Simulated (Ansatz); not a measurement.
A scan (energy over volume and axial ratio; atoms clamped) gave these values. Calculation: PBE (plane waves to 420 eV, PAW, scalar-relativistic; Ansatz, a quantum-chemistry and plane-wave program).

| Property | Result |
|---|---|
| Shear modulus C′ = (C11 − C12)/2 (fit, atoms clamped) | 39 GPa |

### Question
Of these crystals, all scanned alike, which one is it?
A) AlRu (CsCl type)
B) Mg₂Sn (antifluorite type, space group Fm-3m)
C) BeSe (zinc blende)

### Answer
C, BeSe (zinc blende). The others have, for the shear modulus C′ = (C11 − C12)/2: Mg2Sn 22 GPa, AlRu 86 GPa

AlRu is run without spin polarisation. All were relaxed with their symmetry unable to fall. At this level the bands of Mg2Sn touch or barely overlap; measurements give the solid a gap.

(Under strain, the slope of the energy per volume gives the stress and its curvature an elastic modulus.)
